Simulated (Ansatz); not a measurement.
Zr (hcp (Mg type), P6_3/mmc) at seven volumes, PBEsol in the plane-wave PAW code Ansatz, shape and atoms relaxed at each. One row is withheld.

```
V (Å³/atom)  P (GPa)
-----------  -------
20.436         10.54
21.110          6.60
21.783             ?
22.457          0.00
23.131         -2.78
23.805         -5.23
24.478         -7.38
```

Problem. Fit the shown pressures and predict the withheld one.

Solution. P = (3/2)B₀(x^(7/2) − x^(5/2))[1 + (3/4)(B′ − 4)(x − 1)] with x = (V₀/V)^(2/3). Least squares on the six rows gives V₀ = 22.455 Å³/atom, B₀ = 97.6 GPa, B′ = 2.97. At V = 21.783, x = 1.0205 and P = 3.10 GPa. The run itself gave 3.13 GPa.

Symmetry was held in the PBEsol relaxation. The run is not spin-polarised.

Potentials: the later of the program's two PAW sets.
